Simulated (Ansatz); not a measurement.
GaBAs2, ordered on the zincblende lattice with 8 atoms a cell, 8 atoms and 92 valence electrons in a cell of about 142 Å³, was run 7 times in Ansatz 0.2.0, each time on 4 threads of AMD EPYC 7R43 64-Core Processor (Zen 3) (shared host).

| run | k mesh | irreducible k | cutoff (eV) | plane waves | bands | SCF iterations | wall time | peak host memory (GiB) |
| --- | --- | --- | --- | --- | --- | --- | --- | --- |
| relaxation, PBE | 6×6×6 | 30 | 420 | 2897 | 56 | 54 | 35 s | 0.66 |
| relaxation, r2SCAN | 6×6×6 | 30 | 500 | 3651 | 56 | 29 | 34 s | 1 |
| bands, PBE | 8×8×8 | 59 | 420 | 2761 | 52 | 7 | 15 s | 0.79 |
| single point, r2SCAN | 8×8×8 | 59 | 500 | 3651 | 52 | 8 | 21 s | 1.1 |
| single point, HSE06 | 4×4×4 | 13 | 420 | 2761 | 52 | 19 | 3.3 min | 2.8 |
| single point, PBE+SOC | 8×8×8 | 59 | 420 | 2761 | 104 | 9 | 84 s | 2.5 |
| single point, PBE0 | 4×4×4 | 13 | 420 | 2761 | 52 | 20 | 3.4 min | 2.8 |

The slowest run (single point, PBE0) took about 13 times as long as the quickest (bands, PBE).

Only the levels marked +SOC include spin-orbit coupling.
